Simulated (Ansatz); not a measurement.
**One input, then a changed one: Os (hcp type)**

First run: DFT, LDA, PAW with Ansatz's default frozen-core files, scalar-relativistic (Ansatz 0.2.0).

Command: `ansatz run input.yaml --threads 2 --pin off --max-ram 4096MiB --backend cpu --events-out ev --progress --plain --runs-dir out` It took 12 s on 2 threads of AMD EPYC 7R32 (Zen 2) (shared host), peak memory 0.46 GiB.

```yaml
crystal:
  lattice:
    - [2.6930569566, 0.0, 0.0]
    - [-1.3465284783, 2.3322557382, 0.0]
    - [0.0, 0.0, 4.3627522697]
  atoms:
    - { symbol: Os, position: [0.3333333333, 0.6666666667, 0.25] }
    - { symbol: Os, position: [0.6666666667, 0.3333333333, 0.75] }
kpoints:
  mp_grid: { grid: [18, 18, 10] }
scf:
  occupations: { method: fermi_dirac, width: 0.1 }
hamiltonian:
  xc: lda
  pseudopotentials: { kind: paw }
output:
  forces: true
  stress: true
  write_density: true
  write_potential: true
  elf: true
  volumetric_format: npy
relax:
  f_tol: 0.005
  max_steps: 40
  cell: {}
```

The start is a guessed cell.

This run: bulk cell relaxed.

It converges in 38 SCF iterations over all geometries at a pressure of 0.00 GPa, ending at 13.70 Å³/atom, cutoff 420 eV.

A second input differs as follows:

```diff
   occupations: { method: fermi_dirac, width: 0.1 }
+  max_iter: 50
 hamiltonian:
   stress: true
-  write_density: true
-  write_potential: true
-  elf: true
-  volumetric_format: npy
 relax:
   cell: {}
+total_charge: 4
```

What is wrong with it, and what does the program do?

The change was made to test a charge that the system can't hold. The run converges in 76 SCF iterations over all geometries at a pressure of 0.00 GPa, ending at 16.74 Å³/atom, cutoff 420 eV. A charged periodic cell stands on a neutralising background, which shapes its energy and pressure. Compare each number with the sound run's before taking it for a property of the system. The log ends:
```
  P = ⅓ Tr σ = -0.0009 GPa (-0.009 kbar)
--- Relaxed structure (10 steps of the walk, 10 accepted, 2 SCFs on fresh bases) ---
  F+E_penalty+E_count = -22313.29383804 eV   max|allowed force component| = 3.701e-17 eV/Å   (the final SCF, on the basis selected at the relaxed cell)
  cell:  # Å, volume = 33.4782 Å³
    - [3.0159655156812124, -1.169815982617501e-32, 8.028456362646249e-34]
    - [-1.5079827578406062, 2.611902753517765, 4.0582068591751444e-18]
    - [1.1148085120852592e-33, 7.59134210523495e-18, 4.2499007896474446]
  atoms:
    - { symbol: Os, position: [0.33333333333333337, 0.6666666666666667, 0.24999999999999997] }
    - { symbol: Os, position: [0.6666666666666667, 0.33333333333333337, 0.75] }
```
